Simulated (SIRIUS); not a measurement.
# How a calculation on TiSi2 (Fddd, 6 atoms in the cell; from Materials Project mp-2582, lattice scaled a little) responds to its settings

```
CELL_PARAMETERS angstrom
      0.00000     4.02322     4.16528
      2.33479     0.00000     4.16528
      2.33479     4.02322     0.00000
ATOMIC_POSITIONS crystal
  Ti 0.50000 0.50000 0.50000
  Ti 0.75000 0.75000 0.75000
  Si 0.83743 0.16257 0.83743
  Si 0.16257 0.83743 0.16257
  Si 0.41257 0.08743 0.41257
  Si 0.08743 0.41257 0.08743
```

Base run A: PBE, SSSP 1.1.2 precision PBE pseudopotentials (SIRIUS 7.12.0), self-consistent single point.

Its settings: parameters.ngridk = 5 5 5; parameters.xc_functionals = [XC_GGA_X_PBE, XC_GGA_C_PBE]; parameters.gk_cutoff = 9.487 1/bohr; parameters.pw_cutoff = 30 1/bohr; parameters.smearing = gaussian; parameters.smearing_width = 0.00999582 Ha; potentials = SSSP 1.1.2 precision PBE pseudopotentials; parameters.electronic_structure_method = pseudopotential; parameters.num_bands = 24; parameters.num_mag_dims = 0; parameters.num_dft_iter = 100; parameters.energy_tol = 1e-07 Ha; parameters.density_tol = 1e-06; mixer.type = anderson; mixer.beta = 0.7; mixer.use_hartree = false.

The structure comes from a collection of computed structures, made at another level of theory; the collection holds predicted forms beside known ones. Its lattice was then scaled. No clean gap shows at this smearing width and mesh (spacing up to 0.35 Å⁻¹); the mesh is coarse for partly filled bands, so the values carry mesh errors.

ΔF is the free energy per atom less that of run A. 

```tsv
run	change	ΔF (meV/atom)	pressure (GPa)	largest force (eV/Å)	k-points
A	base	0.00	14.44	0.016	27
B	atom 6 moved by -0.08 angstrom along y	4.0	14.44	0.624	39
C	atom 6 moved by -0.04 angstrom along y	0.95	14.41	0.301	39
D	atom 6 moved by +0.04 angstrom along y	1.16	14.53	0.332	39
E	atom 6 moved by +0.08 angstrom along y	4.4	14.69	0.650	39
```

Run E against A: The free energy goes up by 4.4 meV/atom, the pressure goes from 14.44 to 14.69 GPa and the largest force goes from 0.016 to 0.650 eV/Å.

Run B against A: The free energy goes up by 4.0 meV/atom, the pressure stays at 14.44 GPa and the largest force goes from 0.016 to 0.624 eV/Å.

Run C against A: The free energy stays essentially unchanged (within 1 meV/atom), the pressure moves little (14.44 to 14.41 GPa) and the largest force goes from 0.016 to 0.301 eV/Å.

Small differences between rows can be mesh errors.
